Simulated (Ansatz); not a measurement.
Input file for Ansatz (a quantum-chemistry and plane-wave program):

Ansatz 0.2 input:
```yaml
crystal:
  lattice:
    - [2.9560165979, 0.0, 0.0]
    - [0.0, 2.9560165979, 0.0]
    - [0.0, 0.0, 4.3089019029]
  atoms:
    - { symbol: Ti, position: [0.0, 0.0, 0.0] }
    - { symbol: N, position: [0.5, 0.5, 0.0] }
    - { symbol: Mg, position: [0.5, 0.5, 0.5] }
    - { symbol: O, position: [0.0, 0.0, 0.5] }
kpoints:
  mp_grid: { grid: [20, 20, 14] }
hamiltonian:
  xc: pbesol
  pseudopotentials: { kind: paw }
scf:
  occupations: { method: fermi_dirac, width: 0.1 }
elastic: { mode: relaxed_ion, stencil: two_point, amplitude: 0.005, f_tol: 0.0005 }
```

Output (shortened):

```
Pseudopotential: Ti, paw, valence charge 12
Pseudopotential: N, paw, valence charge 5
Pseudopotential: Mg, paw, valence charge 10
Pseudopotential: O, paw, valence charge 6
Functional definition: PBEsol
Crystal: 4 atoms, lattice volume = 37.651 Å³
Basis set: ecut = 420 eV, 707 PW (Γ), exchange–correlation on 40×40×60 points (8 copies of the dense FFT grid, shifted against one another)
Bands: 21, of which v1, the nominal top of the filled ones, is band 17 counted from 1 (16 counted from 0)
Symmetry: 16 space group operations
Space group: P4/mmm (ITA 123), of the structure as read, at distance tolerance 3.4e-5 Å
k-points: 528 of 5600
SCF 1 converged in 12 iterations: F = -5331.274083 eV  dr2 = 1.63e-14
Crystal: 4 atoms, lattice volume = 37.463 Å³
Symmetry: 8 space group operations
k-points: 968 of 5600
SCF 2 converged in 11 iterations: F = -5331.272828 eV  dr2 = 6.26e-14
Crystal: 4 atoms, lattice volume = 37.840 Å³
Basis set: ecut = 420 eV, 715 PW (Γ), exchange–correlation on 40×40×60 points (8 copies of the dense FFT grid, shifted against one another)
SCF 3 converged in 8 iterations: F = -5331.272666 eV  dr2 = 3.55e-14
Crystal: 4 atoms, lattice volume = 37.463 Å³
SCF 4 converged in 11 iterations: F = -5331.272527 eV  dr2 = 1.44e-14
Crystal: 4 atoms, lattice volume = 37.840 Å³
SCF 5 converged in 8 iterations: F = -5331.273610 eV  dr2 = 4.25e-14
Crystal: 4 atoms, lattice volume = 37.651 Å³
Symmetry: 4 space group operations
k-points: 1562 of 5600
SCF 6 converged in 8 iterations: F = -5331.273619 eV  dr2 = 2.92e-14
Crystal: 4 atoms, lattice volume = 37.651 Å³
SCF 7 converged in 8 iterations: F = -5331.273619 eV  dr2 = 2.10e-14
Crystal: 4 atoms, lattice volume = 37.651 Å³
k-points: 888 of 5600
SCF 8 converged in 8 iterations: F = -5331.273552 eV  dr2 = 4.45e-14
Crystal: 4 atoms, lattice volume = 37.651 Å³
SCF 9 converged in 7 iterations: F = -5331.273552 eV  dr2 = 5.47e-14
SCF converged after 12 iterations
Free energy (F): -5331.274083 eV
Harris-Foulkes:  -5331.274083 eV  (|F-HF|=0.00e0)
Internal energy: -5331.230559 eV  (E = F + TS)
E sigma→0 (E₀):  -5331.252321 eV
Entropy (-TS):   -0.043523 eV (-10.881 meV/atom)
Fermi energy:    14.675592 eV
--- Per-component energies (eV) ---
  E_band       = -384.415172
  E_kinetic    = 661.003930
  E_local      = -2389.777921  (includes V_loc(G=0)·N_el)
  E_nonlocal   = 196.785269
  E_hartree    = 865.547671
  E_xc         = -262.218749
  E_vxc        = -334.250022  (∫ρ·V_xc dr)
  E_paw        = -1577.084819  (= ΣΔE_a)
  E_vpaw       = -249.274424  (= ΣTr[D̂ρ^β])
  E_aug_tail   = 0.002658  (compensation charges beyond the density's cutoff)
  E_ewald      = -2825.750232
  E_core_change = 0.261633  (= ΣΔE_core)
  E_smearing   = -0.043523  (= −TS)
  E_closure    = 0.000000  (closes the sum)
  Σ components = -5331.274083   (vs F -5331.274083, Δ=0.00e0)
--- Forces (eV/Å), atoms counted from 1 ---
  atom   1  Ti     0.00000000     0.00000000     0.00000000
  atom   2  N      0.00000000     0.00000000     0.00000000
  atom   3  Mg     0.00000000     0.00000000     0.00000000
  atom   4  O      0.00000000     0.00000000     0.00000000
  max |Σ_I F_I| component: 0.0 eV/Å
--- Stress (GPa, compression-positive) ---
       -0.088920       0.000000       0.000000
        0.000000      -0.088920       0.000000
        0.000000       0.000000       0.441311
  P = ⅓ Tr σ = 0.0878 GPa (0.878 kbar)
--- Band table (eV; the first three rows and the last of 528) ---
  k-point 0: bands = ["-61.0555", "-43.0558", "-28.0007", "-28.0007", "-27.9992", "-19.5932", "-19.2337", "-19.2337", "-6.3649", "-1.3564", "7.2305", "9.4940", "9.4940", "11.4244", "12.4020", "12.4530", "12.4530", "15.1852", "15.1852", "15.4870", "15.7412"]
  k-point 1: bands = ["-61.0555", "-43.0558", "-28.0007", "-28.0007", "-27.9992", "-19.5951", "-19.2336", "-19.2336", "-6.3480", "-1.3612", "7.2202", "9.4855", "9.4855", "11.2634", "12.4075", "12.4410", "12.4410", "15.2232", "15.2232", "15.6720", "15.7417"]
  k-point 2: bands = ["-61.0555", "-43.0557", "-28.0007", "-28.0007", "-27.9992", "-19.6004", "-19.2336", "-19.2336", "-6.3003", "-1.3756", "7.1939", "9.4616", "9.4616", "10.8626", "12.4086", "12.4086", "12.4229", "15.3283", "15.3283", "15.7431", "16.1340"]
  k-point 527: bands = ["-61.0488", "-42.9773", "-28.0424", "-28.0424", "-27.9902", "-19.5474", "-19.5459", "-19.5459", "-5.1755", "-0.5981", "6.9996", "6.9996", "7.9116", "10.0164", "10.0164", "10.3049", "14.7261", "14.7261", "17.1152", "17.7971", "18.0177"]
--- Elastic constants: 4 strain directions × 2 members + reference (group order 16) ---
  dense FFT box of the reference and of every strained cell: 20×20×30
  strains applied: 11, 33, 23, 12; error gains …
  C = ∂σ_k/∂η_j (tension-positive GPa; Voigt order 11 22 33 23 13 12):
       455.499    127.775    115.239      0.000      0.000      0.000
       127.775    455.499    115.239      0.000      0.000      0.000
       115.729    115.729    346.279      0.000      0.000      0.000
         0.000      0.000      0.000    160.662      0.000      0.000
         0.000      0.000      0.000      0.000    160.662      0.000
         0.000      0.000      0.000      0.000      0.000    182.012
  reference stress σ⁰ (GPa):      0.089      0.089     -0.441      0.000      0.000      0.000
  moduli (Voigt/Reuss/Hill, GPa): K = 219.42/215.39/217.40   G = 160.57/158.45/159.51   E = 384.50   ν = 0.205
  mechanically stable: yes (min eigenvalue of sym C = 160.66 GPa)
  strain η (Voigt 11):  stress-route row diagonal C_11 = 455.50 GPa, energy-path curvature d²(F+E_count+ΔE)/dδ²/Ω₀ = 455.47 GPa
         δ    σ_11 (GPa)             F (eV)   n_scf  n_hpsi   n_pw
    -5.000e-3      -2.2267       -5331.2728282      11  456213    752   relax 0 steps, max|allowed force component| 0.0 eV/Å
     5.000e-3       2.3283       -5331.2726655       8  371749    760   relax 0 steps, max|allowed force component| 0.0 eV/Å
  strain η (Voigt 33):  stress-route row diagonal C_33 = 346.28 GPa, energy-path curvature d²(F+E_count+ΔE)/dδ²/Ω₀ = 346.15 GPa
         δ    σ_33 (GPa)             F (eV)   n_scf  n_hpsi   n_pw
    -5.000e-3      -2.2271       -5331.2725266      11  237684    752   relax 0 steps, max|allowed force component| 0.0 eV/Å
     5.000e-3       1.2357       -5331.2736104       8  193778    760   relax 0 steps, max|allowed force component| 0.0 eV/Å
  strain η (Voigt 23):  stress-route row diagonal C_44 = 160.66 GPa, energy-path curvature d²(F+E_count+ΔE)/dδ²/Ω₀ = 160.79 GPa
         δ    σ_23 (GPa)             F (eV)   n_scf  n_hpsi   n_pw
    -5.000e-3      -0.8033       -5331.2736191       8  612841    756   relax 0 steps, max|allowed force component| 0.0 eV/Å
     5.000e-3       0.8033       -5331.2736191       8  574588    756   relax 0 steps, max|allowed force component| 0.0 eV/Å
  strain η (Voigt 12):  stress-route row diagonal C_66 = 182.01 GPa, energy-path curvature d²(F+E_count+ΔE)/dδ²/Ω₀ = 181.98 GPa
         δ    σ_12 (GPa)             F (eV)   n_scf  n_hpsi   n_pw
    -5.000e-3      -0.9101       -5331.2735519       8  329479    756   relax 0 steps, max|allowed force component| 0.0 eV/Å
     5.000e-3       0.9101       -5331.2735519       7  306538    756   relax 0 steps, max|allowed force component| 0.0 eV/Å
```

Cost: about 5 core-minutes (a rough figure) on shared cores.

The start of the workflow was typed in or built on a structure type; neither database checked (COD, Materials Project) lists it. Its standing as an ambient phase is unchecked. Symmetry was held in the PBEsol relaxation; its stability against distortions is not shown here. No spin polarisation was allowed. As this level gives no gap, shear constants depend on the k-mesh and smearing (Fermi–Dirac, 0.1 eV here). On the denser mesh and wider smearing of the elastic run this cell carries a stress of 0.4 GPa.

Potentials: the later of the program's two PAW sets.

Ansatz is a plane-wave DFT program.
